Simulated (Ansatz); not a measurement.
# Stability checks on a candidate for Li3IF2

It was reached by relaxing an invented guess, and it needn't be the stable form of this composition.

Computed with DFT PBE, scalar-relativistic, plane waves, PAW in Ansatz. Cutoff 420 eV, Γ-centred 6×6×6 mesh (6-atom cell), Gaussian smearing of 0.02 eV, no spin polarisation.

```
Li I F
1.0
     5.68868    0.00000    0.00000
    -2.84434    4.92654    0.00000
     0.00000    0.00000    4.22474
Li I F
3 1 2
Direct
  0.62570 0.62570 0.00000
  0.00000 0.37430 0.00000
  0.37430 0.00000 0.00000
  0.00000 0.00000 0.50000
  0.66667 0.33333 0.00000
  0.33333 0.66667 0.00000
```

The zero of energy is the elements' standard structures at the same level (F₂ as a molecule); no fitted shifts are applied.

Question: These tests were run: energy against the elements; phonons at Γ. What do they show?

Answer:

```json
{"test": "energy against the elements", "result": "−2.326 eV/atom"}
{"test": "phonons at Γ", "result": "lowest optical mode 84 cm⁻¹"}
```

It fails none of these tests. Other phases of the system weren't compared here, so this isn't yet thermodynamic stability. Phonons away from Γ weren't computed.

Spin–orbit coupling, which can matter for I, is left out. The reference form of I is held partly by dispersion forces, which this level lacks. The run for the phonons used a 6×6×6 k mesh.
